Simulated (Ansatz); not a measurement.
Problem. Name crystals whose computed values (DFT-PBEsol in the program Ansatz with PAW potentials) fall in these windows: highest Γ mode, no LO–TO term (cm⁻¹) 460 to 590; Θ_D (K) 430 to 500.

Solution. 

```tsv
crystal	highest Γ mode, no LO–TO term (cm⁻¹)	Θ_D (K)
YF3, Pnma (Y on 4c, F on 8d, F on 4c)	503	462
SiGe, Pmma (Si on 2e, Si on 2f, Ge on 2e, Ge on 2f)	480	449
MgZnO2, P3m1 (Mg on 1b, Zn on 1c, O on 1b, O on 1c)	532	465
Zr2InN, P6_3/mmc (Zr on 4f, In on 2d, N on 2a)	527	433
```
Others may fit too.

Typed or built starts, not in the databases checked: SiGe, Pmma (Si on 2e, Si on 2f, Ge on 2e, Ge on 2f). Standing as an ambient phase not checked: YF3, Pnma (Y on 4c, F on 8d, F on 4c); MgZnO2, P3m1 (Mg on 1b, Zn on 1c, O on 1b, O on 1c); Zr2InN, P6_3/mmc (Zr on 4f, In on 2d, N on 2a). Perhaps ordered models of mixed-site phases: MgZnO2, P3m1 (Mg on 1b, Zn on 1c, O on 1b, O on 1c). All cells were relaxed under the symmetry of their starts (and spin orders); stability against distortions was not tested throughout. Rows with no word on spin ran without spin polarisation. Spin–orbit coupling is left out wherever it is not named.

Potentials: the later of the program's two PAW sets.
